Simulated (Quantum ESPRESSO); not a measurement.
# Strain and stress in AlSi3C3N

These are calculations, not measurements. They come from pw.x of Quantum ESPRESSO 7.5, a plane-wave density functional program, with PseudoDojo standard norm-conserving files (v0.5 for PBE, v0.4.1 for LDA and PBEsol). The cells are made up: elements, strain and atom displacements were drawn at random, and nothing was relaxed. There is no spin polarisation, spin-orbit coupling or dispersion term.

The cell has 8 sites of a zincblende or diamond lattice. Sites 1 to 4 hold Al Si Si Si; sites 5 to 8 hold C N C C. Cell vectors in Å: (4.299, -0.079, -0.010); (-0.079, 4.425, 0.004); (-0.010, 0.004, 4.311). Settings: PBE, cutoff 1143 eV, 4 x 4 x 4 k mesh shifted by half a step, Fermi-Dirac smearing of 0.025 eV.

Each run adds a strain along z to one cell, with the atoms carried along; the vectors above are those of run 4. Stress is positive in tension and P is minus a third of its trace. E is the free energy for each atom above the lowest run shown. The last column is band 17 less band 16 at Gamma, from a band step after each run.

| run | strain (%) | s_xx (GPa) | s_yy (GPa) | s_zz (GPa) | s_xy (GPa) | P (GPa) | E (meV/atom) | level step at Gamma (eV) |
| --- | --- | --- | --- | --- | --- | --- | --- | --- |
| 1 | -2.08 | -14.22 | -8.44 | -19.01 | -13.72 | 13.89 | 29.92 | 0.887 |
| 2 | -0.98 | -12.04 | -6.57 | -14.97 | -13.32 | 11.19 | 17.98 | 0.906 |
| 3 | -0.59 | -11.31 | -5.95 | -13.54 | -13.18 | 10.27 | 14.45 | 0.911 |
| 4 | 0.05 | -10.15 | -4.95 | -11.21 | -12.94 | 8.77 | 9.31 | 0.918 |
| 5 | 0.37 | -9.60 | -4.48 | -10.06 | -12.83 | 8.05 | 7.15 | 0.922 |
| 7 | 1.88 | -7.13 | -2.38 | -4.64 | -12.30 | 4.72 | 0.00 | 0.937 |
| 6 | 1.14 | ? | ? | ? | ? | ? | ? | ? |

A rerun of one of these cells at 1437 eV and k mesh 6 x 6 x 6 moved values by no more than 0.006 eV in the cell's energy, 0.02 GPa in stress and 0.003 eV/Å in force.

## Worked fit

A parabola through the six runs shown gives s_zz = -11.40 + 3.63 e - 0.017 e² GPa, with e in per cent and a scatter of 0.01 GPa. The slope is a stiffness of 363 ± 1 GPa for each unit of this strain at e = 0. The atoms are clamped, and relaxing them would in general lower it. The error is the larger of the fit's own and the change that a cubic makes, rounded up.

## Withheld run

Question: what s_zz should run 6 give?

The fit gives -7.28 GPa. The calculation gave -7.29 GPa.

```
run  strain (%)  s_xx (GPa)  s_yy (GPa)  s_zz (GPa)  s_xy (GPa)  P (GPa)  E (meV/atom)  level step at Gamma (eV)
  6        1.14       -8.30       -3.38       -7.29      -12.56     6.32          2.86                     0.930
```